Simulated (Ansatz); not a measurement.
Re:
```
Re
1.0
    2.73802     0.00000     0.00000
   -1.36901     2.37119     0.00000
    0.00000     0.00000     8.82410
Re
4
Direct
  0.00000   0.00000   0.00000
  0.00000   0.00000   0.50000
  0.33333   0.66667   0.25000
  0.66667   0.33333   0.75000
```

Relaxed with LDA. Special points in fractions of this cell's reciprocal vectors: Γ (0.000, 0.000, 0.000); M (0.500, 0.000, 0.000); K (0.333, 0.333, 0.000); A (0.000, 0.000, 0.500); L (0.500, 0.000, 0.500); H (0.333, 0.333, 0.500).

### Question
List the band energies nearest the Fermi level at these points for the program Ansatz at the LDA level (PAW).

### Answer
In eV from the Fermi level; about four levels below and three above (degenerate sets whole), none deeper than 8.9 eV; points with the same levels are listed once.

```
k                                below                above
-  -----------------------------------  -------------------
Γ              -1.32 -1.32 -1.19 -1.19       0.62 0.62 0.69
M              -2.87 -2.17 -2.11 -0.82       0.28 0.28 1.29
K        -2.26 -2.26 -2.22 -0.08 -0.08       1.68 1.68 3.08
A  -1.55 -1.55 -1.55 -1.55 -1.02 -1.02  1.18 1.18 1.18 1.18
L              -1.53 -1.53 -0.60 -0.60  0.35 0.35 2.79 2.79
H              -2.27 -2.27 -0.05 -0.05  1.08 1.08 3.31 3.31
```

Space group P6_3/mmc (dhcp (α-La type)). The first step of the workflow began from a Materials Project structure, measured or hypothetical. Its sites differ from those of the usual phase in this space group: another stacking or structure type. The cell was relaxed with LDA under the symmetry of its start; of distortions, only those at the zone centre were tested. No spin polarisation was allowed. Spin–orbit coupling is left out wherever it is not named.

Potentials: the later of the program's two PAW sets.
